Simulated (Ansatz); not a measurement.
Tc (hcp (Mg type), P6_3/mmc), a = 2.7097 Å, b = 2.7097 Å, c = 4.3318 Å, α = 90.00°, β = 90.00°, γ = 120.00°.

Relaxed with LDA.

Question: Which orbitals make up the states near the Fermi level in LDA (plane waves, PAW; program Ansatz)?

Answer: Within 0.5 eV of the Fermi level: Tc 4d 89 %, Tc 5s 6 %. Projections are on Löwdin-orthogonalised atomic valence shells; empty p or d shells of many metals are not among them.

Question: Tabulate the density of states.

Answer: States/eV per cell of 2 atoms, in 0.25 eV bins, energy from the Fermi level.

| E (eV) | total | Tc 4d | Tc 5s | Tc 4p |
|---|---|---|---|---|
| -7.60 | 0.00 | 0.00 | 0.00 | 0.00 |
| -7.35 | 0.03 | 0.00 | 0.03 | 0.00 |
| -7.10 | 0.07 | 0.00 | 0.06 | 0.00 |
| -6.85 | 0.10 | 0.00 | 0.08 | 0.00 |
| -6.60 | 0.12 | 0.00 | 0.11 | 0.00 |
| -6.35 | 0.15 | 0.00 | 0.13 | 0.00 |
| -6.10 | 0.18 | 0.01 | 0.16 | 0.00 |
| -5.85 | 0.34 | 0.12 | 0.20 | 0.01 |
| -5.60 | 1.16 | 0.81 | 0.31 | 0.01 |
| -5.35 | 2.21 | 1.62 | 0.53 | 0.02 |
| -5.10 | 2.67 | 2.08 | 0.52 | 0.03 |
| -4.85 | 2.99 | 2.45 | 0.48 | 0.03 |
| -4.60 | 2.64 | 2.19 | 0.40 | 0.03 |
| -4.35 | 2.03 | 1.72 | 0.27 | 0.02 |
| -4.10 | 1.71 | 1.47 | 0.20 | 0.02 |
| -3.85 | 2.49 | 2.21 | 0.23 | 0.03 |
| -3.60 | 2.73 | 2.43 | 0.24 | 0.03 |
| -3.35 | 2.01 | 1.85 | 0.11 | 0.02 |
| -3.10 | 2.60 | 2.38 | 0.14 | 0.03 |
| -2.85 | 2.54 | 2.29 | 0.17 | 0.03 |
| -2.60 | 1.43 | 1.27 | 0.11 | 0.02 |
| -2.35 | 1.19 | 1.10 | 0.06 | 0.01 |
| -2.10 | 3.05 | 2.84 | 0.13 | 0.02 |
| -1.85 | 3.17 | 2.92 | 0.17 | 0.02 |
| -1.60 | 2.42 | 2.23 | 0.12 | 0.02 |
| -1.35 | 2.82 | 2.59 | 0.15 | 0.02 |
| -1.10 | 3.02 | 2.79 | 0.15 | 0.02 |
| -0.85 | 2.59 | 2.36 | 0.14 | 0.02 |
| -0.60 | 3.09 | 2.78 | 0.18 | 0.02 |
| -0.35 | 2.61 | 2.34 | 0.15 | 0.02 |
| -0.10 | 2.06 | 1.84 | 0.12 | 0.01 |
| 0.15 | 1.71 | 1.52 | 0.10 | 0.01 |
| 0.40 | 1.66 | 1.47 | 0.10 | 0.01 |
| 0.65 | 1.54 | 1.38 | 0.08 | 0.01 |
| 0.90 | 1.48 | 1.35 | 0.06 | 0.00 |
| 1.15 | 1.39 | 1.28 | 0.05 | 0.00 |
| 1.40 | 1.35 | 1.25 | 0.05 | 0.00 |
| 1.65 | 1.37 | 1.28 | 0.04 | 0.00 |
| 1.90 | 1.53 | 1.44 | 0.05 | 0.00 |
| 2.15 | 1.80 | 1.71 | 0.05 | 0.00 |
| 2.40 | 2.15 | 2.05 | 0.06 | 0.00 |
| 2.65 | 2.46 | 2.35 | 0.08 | 0.00 |
| 2.90 | 3.07 | 2.95 | 0.09 | 0.00 |
| 3.15 | 3.47 | 3.33 | 0.11 | 0.00 |
| 3.40 | 2.70 | 2.56 | 0.11 | 0.00 |
| 3.65 | 0.89 | 0.73 | 0.13 | 0.00 |
| 3.90 | 0.54 | 0.35 | 0.14 | 0.00 |
| 4.15 | 0.52 | 0.31 | 0.15 | 0.00 |
| 4.40 | 0.51 | 0.28 | 0.16 | 0.00 |
| 4.65 | 0.52 | 0.26 | 0.17 | 0.00 |

The cell was relaxed with LDA under the symmetry of its start. The run is not spin-polarised. Axis ratios of metals converge slowly with the k-mesh, so a and c are less sure than the volume. Spin–orbit coupling is left out wherever it is not named.

Potentials: the later of the program's two PAW sets.
